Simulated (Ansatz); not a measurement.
## How far is PAW off for ZnPt?

```
CELL_PARAMETERS angstrom
2.86400 0.00000 0.00000
0.00000 2.86400 0.00000
0.00000 0.00000 3.54510
ATOMIC_POSITIONS crystal
Zn 0.50000 0.50000 0.50000
Pt 0.00000 0.00000 0.00000
```

Atoms are numbered in the order listed.

The cell comes from COD entry 1522602, which wasn't checked; take it as a given geometry. The listed cell was then made from it by scaling, straining or moving an atom.

No spin–orbit coupling, which matters for the heavy atoms here.

All numbers are computed: DFT, PBEsol, PAW with Ansatz's default frozen-core files, scalar-relativistic (Ansatz 0.2.0); DFT, PBEsol, all-electron PAW with datasets made for the crystal, scalar-relativistic (Ansatz 0.2.0); DFT, PBEsol, all-electron LAPW, scalar-relativistic (Ansatz 0.2.0).

For PAW: a Γ-centred 11×11×9 k mesh, Fermi–Dirac smearing of 0.05 eV, cutoff 420 eV, no spin polarisation; the PAW files were made with PBE, and the program remakes their frozen cores for this functional. The crystal-made all-electron datasets (AE datasets) take a cutoff of 280 eV at this cell. LAPW targets a basis error of 0.25 meV/atom. The Ansatz runs share mesh, smearing and spin set-up. Plane-wave (PAW) pressures include the program's estimate of the Pulay term.

Stress and pressure are positive in compression.

No spin–orbit coupling: at heavy atoms the gradients can be off by tens of per cent for that reason.

In a metal, gradients converge slowly with the k mesh: the values move by tens of per cent from one mesh to another, at times in sign, so only the comparison on one mesh counts.

| quantity | PAW | AE datasets | LAPW |
| --- | --- | --- | --- |
| pressure (GPa) | -7.48 | -7.45 | -7.46 |
| stress xx (GPa) | -7.33 | -7.31 | -7.32 |
| stress zz (GPa) | -7.77 | -7.73 | -7.73 |
| field gradient Vzz at Zn1 (10²¹ V/m²) | -2.27 | -2.27 | – |
| field gradient Vzz at Pt2 (10²¹ V/m²) | 16.53 | 16.95 | – |

PAW's pressure differs from the LAPW value by -0.02 GPa.
